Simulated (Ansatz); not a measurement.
The start is a relaxed Re cell with every coordinate shifted by Gaussian noise of σ = 0.2 Å. The cell and all atomic positions are relaxed at zero pressure with r2SCAN (plane waves to 500 eV, PAW, scalar-relativistic; Ansatz, a quantum-chemistry and plane-wave program). The first steps use a coarse 13×13×7 k-mesh.

Input geometry:
```
Re
1.0
    2.75784     0.00000     0.00000
   -1.37892     2.38836     0.00000
    0.00000     0.00000     4.46277
Re
2
Direct
  0.51758   0.83064   0.74192
  0.46893   0.33962   0.26019
```

| Quantity | Value |
|---|---|
| Relative to the parent | It returns to the parent structure, P6₃/mmc (No. 194) |
| Shortest distances (start → end) | The closest pairs of elements (up to four, under 3.6 Å), start → end: Re–Re 2.51 → 2.74 Å |
| Band gap at the end | no gap (metallic) |
| Optimiser moves | 8 |

It ends as:

Space group P6₃/mmc (No. 194); a = 2.758 Å, b = 2.758 Å, c = 4.463 Å, α = 90.00°, β = 90.00°, γ = 120.00°

| atom | site | symmetry | x | y | z |
|---|---|---|---|---|---|
| Re | 2c | -6m2 | 0.3333 | 0.6667 | 0.2500 |

Final values are on a 19×19×11 k-mesh of the relaxed cell. No spin polarisation in the result.

The run could not lose the symmetry of its start.
